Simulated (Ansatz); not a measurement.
**Rb$_{2}$TlInCl$_{6}$: zone-centre modes**

These are results of DFT PBEsol, scalar-relativistic, plane waves, PAW (Ansatz 0.2.0), not measurements. Cutoff 420 eV, Γ-centred 4×4×4 k-points, Gaussian smearing of 0.05 eV. Spin–orbit coupling is left out, which can shift energies with elements as heavy as these. No spin polarisation.

Zero of the scan (relaxed at this level; it needn't be the usual structure):

```
Rb Tl In Cl
1.0
     0.00000    5.46388    5.46388
     5.46388    0.00000    5.46388
     5.46388    5.46388    0.00000
Rb Tl In Cl
2 1 1 6
Direct
  0.75000 0.75000 0.75000
  0.25000 0.25000 0.25000
  0.50000 0.50000 0.50000
  0.00000 0.00000 0.00000
  0.77001 0.22999 0.22999
  0.22999 0.22999 0.77001
  0.22999 0.77001 0.77001
  0.22999 0.77001 0.22999
  0.77001 0.22999 0.77001
  0.77001 0.77001 0.22999
```

Harmonic modes by finite displacements of 0.02 Å, without the LO–TO term.

Question: At this geometry, is the structure stable against these modes?

Answer: No: 9 modes are unstable, the strongest at 55i cm⁻¹.

Question: List the wavenumbers in cm⁻¹.

Answer: 55i, 55i, 55i, 28i, 28i, 28i, 17i, 17i, 17i, 0, 0, 0, 55, 55, 55, 59, 59, 59, 112, 112, 112, 129, 129, 129, 213, 213, 248, 248, 248, 279.

Cost: 1 run of about 1.8 core-minutes, on Arm Neoverse V2 (shared hosts).